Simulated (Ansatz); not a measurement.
# Sr5Ti2N6 — 14N nuclear quadrupole resonance

Cell: a Materials Project structure (computed, not necessarily an observed phase).

Space group C2/c (No. 15); a = 10.6054, b = 6.8529, c = 13.5960 Å, β = 102.01°.

```
site  Wyckoff  site symmetry       x       y       z
 Sr1       8f              1  0.5391  0.2375  0.0016
 Sr5       8f              1  0.1560  0.8787  0.7219
 Sr9       4e              2  0.5000  0.8559  0.7500
  Ti       8f              1  0.7759  0.1085  0.5712
 N15       8f              1  0.9445  0.0137  0.6238
 N19       8f              1  0.6476  0.0247  0.6439
 N23       8f              1  0.2885  0.8940  0.5744
```

One atom of each set is listed; the run and its k-mesh use a cell of 26 atoms with edges of 6.31, 6.31, 13.60 Å.

All values are calculated (Ansatz; DFT, r2SCAN, plane waves and PAW, scalar-relativistic, 500 eV cutoff, Γ-centred 5×5×2 k-points, Fermi–Dirac smearing 0.02 eV), not measured.

14N: I = 1, Q = 20.44 mb (year-2017 value). Static lattice, zero field.

Sites with a gradient: N15 (4 atoms; 1 Ti at 1.90 Å; also 5 Sr at 2.53–2.89 Å); N19 (4 atoms; 1 Ti at 1.93 Å; also 5 Sr at 2.61–2.89 Å); N23 (4 atoms; 2 Ti at 1.96 Å, angle 88°; also 4 Sr at 2.68–3.28 Å).

(1) The simulated spectrum has lines at 0.256, 0.288, 0.426, 0.446, 0.714, 0.810, 0.830, 1.07, 1.28 MHz. Sort them into the sets that belong together, and say which site each set most likely comes from.

Results:

(1) For I = 1 the lines are ν± = (3/4)|C_Q|(1 ± η/3) and ν₀ = |C_Q|η/2. N15: 0.446, 0.830, 1.28 MHz (|C_Q| = 1.40 MHz, η = 0.63). N19: 0.256, 0.810, 1.07 MHz (|C_Q| = 1.25 MHz, η = 0.41). N23: 0.288, 0.426, 0.714 MHz (|C_Q| = 0.760 MHz, η = 0.76).

The sites follow from the calculation. At N19 and N15 V_zz points along its bond to Ti (within 7°) in each case. Like point charges on the first shell alone (each adding as 1/d³) would give the same order, so the shape of the shell goes a long way to explain it.
